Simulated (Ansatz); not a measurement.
**Pb2O under pressure: fit and missing row**

Pb2O, Pn-3m, a = 5.380 Å. The structure is a COD entry; whether it is the stable form wasn't checked. Ansatz: PBEsol, PAW, 420 eV, Γ-centred 8×8×8 mesh on 6 atoms, Gaussian smearing 0.10 eV; no spin polarisation. Cell and atoms are relaxed at each pressure, and no other structure is tried, so the rows at high pressure may lie past a change of phase.

| V (Å³/atom) | P (GPa) |
| --- | --- |
| ? | 60.00 |
| 19.384 | 29.95 |
| 21.576 | 15.01 |
| 23.132 | 8.01 |
| 24.709 | 2.93 |
| 25.953 | -0.05 |
| 27.596 | -2.97 |

Question: Take V0 = 25.953 Å³/atom, count pressures from its P0 = -0.05 GPa, fit the third-order Birch–Murnaghan form to the other rows, and predict the missing volume.

Answer: With the Eulerian strain f = ½[(V0/V)^(2/3) − 1] and y = (P − P0)/[3f(1 + 2f)^(5/2)], the form is the line y = B0 + 1.5 B0 (B0′ − 4) f. Rows (f, y): 0.10739, 57.3; 0.06552, 56.3; 0.03987, 55.6; 0.01664, 55.0; -0.02005, 53.8. Means f = 0.04187, y = 55.600; Σ(Δf)² = 0.009327, ΣΔfΔy = 0.2545; the slope is their ratio. y = 54.46 + 27.29 f GPa, so B0 = 54.5 GPa and B0′ = 4 + 2 × (27.29)/(3 × 54.46) = 4.33. P = 60.00 GPa is met at f = 0.16583 (y = 58.99), so V = V0 (1 + 2f)^(−3/2) = 16.889 Å³/atom. The run gave 16.870 Å³/atom, so the fit is 0.019 Å³/atom too high, 0.18 % of the span of the series, against an rms of 0.005 Å³/atom on the fitted rows. The row lies outside the fitted range. A fourth-order term fitted to the same rows gives P = 59.71 GPa at this row's volume (the line 60.30, the run 60.00), no gain.

Spin–orbit coupling is left out, which can shift energies with elements as heavy as these.

Cost: 7 runs of about 5.9 core-minutes in all, on Arm Neoverse V2 (shared hosts).